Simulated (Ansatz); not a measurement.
CdO (rock salt): values from a third-order Birch-Murnaghan fit to a volume scan beside measured ones. Computed values: PBE (plane waves to 420 eV, PAW, scalar-relativistic; Ansatz, a quantum-chemistry and plane-wave program). CdO was relaxed with its symmetry unable to fall. The PAW data are Ansatz's earlier set.

```json
[
 {"quantity": "Lattice constant a (Å)", "reference": "4.696", "kind": "measured, room temperature or unstated", "PBE": "4.768", "difference": "+1.5 %"},
 {"quantity": "Bulk modulus B₀ (GPa)", "reference": "147", "kind": "measured, room temperature or unstated", "PBE": "126", "difference": "-14.6 %"}
]
```

References as given in: Priya Gopal, Marco Fornari, Stefano Curtarolo et al., Physical Review B (2015), doi:10.1103/physrevb.91.245202. Values not taken to low temperature hold thermal and zero-point shifts that a static calculation lacks, so small differences there are no errors of the method.

(A scan under strain: stresses follow from slopes of the energy per volume, elastic moduli from its curvatures.)
